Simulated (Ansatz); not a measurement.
An ordered 4-atom cell of AgTlS2 on the zincblende lattice (P-4m2) was relaxed with 5 functionals in the plane-wave code Ansatz, cell and atoms free, the symmetry of the start kept (meshes: PBE 6×6×4, r2SCAN 6×6×4, PBEsol 6×6×4, LDA 6×6×4, HSE06 4×4×4). Values at 0 K without nuclear motion; spin polarisation is off, and the phase may be a hypothetical one.

The PBEsol result:
```
Ag S Tl
1.0
     4.12281    0.00000    0.00000
     0.00000    4.12281    0.00000
     0.00000    0.00000    5.85890
Ag S Tl
1 2 1
Direct
  0.00000 0.00000 0.00000
  0.00000 0.50000 0.23790
  0.50000 0.00000 0.76210
  0.50000 0.50000 0.50000
```

The symmetry is P-4m2 (No. 115, tetragonal); conventional cell a = 4.123 Å, c = 5.859 Å, 24.90 Å³ an atom. Around Ag lie 4 S at 2.49 Å; around S lie 2 Ag at 2.49 Å and 2 Tl at 2.57 Å; around Tl lie 4 S at 2.57 Å.

Question: What lattice does HSE06 give?

Answer: a = 4.129 Å, c = 6.047 Å; the volume differs by +3.5 % from PBEsol's. Ag has 4 S at 2.56 Å; S has 2 Tl at 2.55 Å and 2 Ag at 2.56 Å; Tl has 4 S at 2.55 Å.

Question: How does the cell change with PBE?

Answer: a = 4.203 Å, c = 5.993 Å; the volume differs by +6.3 % from PBEsol's. Around Ag lie 4 S at 2.55 Å; around S lie 2 Ag at 2.55 Å and 2 Tl at 2.61 Å; around Tl lie 4 S at 2.61 Å.

Question: Held at the r2SCAN cell, what mean stress do LDA and PBE find, and does its sign point to their own minimum?

Answer: Yes. LDA -3.53 GPa, and its relaxed volume is -6.4 % from r2SCAN's; PBE +1.60 GPa, and its relaxed volume is +3.0 % from r2SCAN's. Compression counts positive, so a positive stress asks for a larger cell.
